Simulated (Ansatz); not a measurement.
Input:

PtSe2 (CdI2 type)

```xyz
6
Lattice="7.4614 0.0000 0.0000 -1.8653 3.2309 0.0000 0.0000 0.0000 5.2561" Properties=species:S:1:pos:R:3 pbc="T T T"
Pt     0.0000     0.0000     0.0000
Pt     3.7307     0.0000     0.0000
Se     1.8653     1.0770     1.2982
Se     5.5960     1.0770     1.2982
Se     0.0000     2.1539     3.9579
Se     3.7307     2.1539     3.9579
```

In each cell atom 3 (Se, nearest neighbour Pt at 2.515 Å; its periodic images, 3.7 Å or more away, move with it) moves by s·(0.707, 0.707, 0.000) (along Cartesian [110]), the rest being held.

All values below come from r2SCAN+rVV10 (plane waves to 500 eV, PAW, scalar-relativistic; Ansatz, a first-principles code). k mesh 6×12×7 (Γ-centred), Fermi-Dirac smearing 0.05 eV. E stands for the smeared free energy. With partly filled bands, energies and forces of such displacements shift with the k mesh and the smearing. At this level the bands of PtSe2 touch or barely overlap. PtSe2 is run without spin polarisation. PtSe2 was relaxed with its symmetry unable to fall. Spin-orbit coupling is left out, though Pt is heavy. The zero of ΔE is the undisplaced structure.

The scan covers s from -0.500 to 0.500 Å in 11 points.

Task: Is this a single well or a double well?

Result: A single well with its minimum at or next to zero displacement.

Task: Is the energy the same for displacements of ±0.500 Å, and if not, which side lies higher?

Result: Not even: the negative side lies higher at ±0.500 Å. With its periodic images moving along, the atom's site symmetry in this cell is m.

Task: What is the energy change at s = 0.500 Å?

Result: 1033 meV/cell.

Task: What force acts on the atom along the line at s = -0.500 Å?

Result: 7.29 eV/Å.

Task: What is the force constant k = d²E/ds² of this move at s = 0?

Result: 9.76 eV/Å².

(For displaced atoms, the force is minus the slope of the energy, and its curvature is a force constant, which sets phonon frequencies.)
